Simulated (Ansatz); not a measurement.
CdI$_{2}$:
Space group P-3m1 (No. 164); a = b = 4.2425 Å, c = 6.8239 Å, α = β = 90.00°, γ = 120.00°

```csv
atom,site,symmetry,x,y,z
Cd,1a,-3m.,0.0000,0.0000,0.0000
I,2d,3m.,0.3333,0.6667,0.2535
```

Relaxed with PBE+D3(BJ). DFT-PBE+D3(BJ) in the program Ansatz with PAW potentials gives a gap of 2.28 eV.

Question: What gap does HSE06 give on the same cell (Ansatz, PAW)?

Answer: 3.24 eV, 0.95 eV more. The hybrid was solved on a coarser mesh and at special points; its gap is the smallest among all of these.

```csv
k,v1 PBE+D3(BJ),c1 PBE+D3(BJ),v1 HSE06,c1 HSE06
Γ,-0.14,2.43,___,___
A,-0.02,3.61,___,___
K,-1.18,2.59,___,___
H,-0.28,3.41,-0.31,4.46
M,-0.14,2.65,-0.16,3.59
L,-0.50,2.33,___,___
```

Question: Top valence (v1) and lowest conduction level (c1) in eV from each method's valence maximum (which need not be a listed point): supply the withheld HSE06 values.

Answer: 
- Γ, v1 HSE06: -0.14
- Γ, c1 HSE06: 3.45
- L, v1 HSE06: -0.54
- L, c1 HSE06: 3.28
- K, v1 HSE06: -1.27
- K, c1 HSE06: 3.55
- A, v1 HSE06: -0.03
- A, c1 HSE06: 4.67

Cost on shared cores: the PBE+D3(BJ) run (SCF on a 8×8×4 mesh, then bands and DOS) very roughly 50 core-seconds, the HSE06 run (SCF on 6×6×3, then a few points) around 4 core-minutes (rough); the tasks are unlike.

The PBE+D3(BJ) relaxation kept the symmetry of its start; phonons on a q-mesh show no instability. Spin–orbit coupling is left out wherever it is not named.

Potentials: the later of the program's two PAW sets.
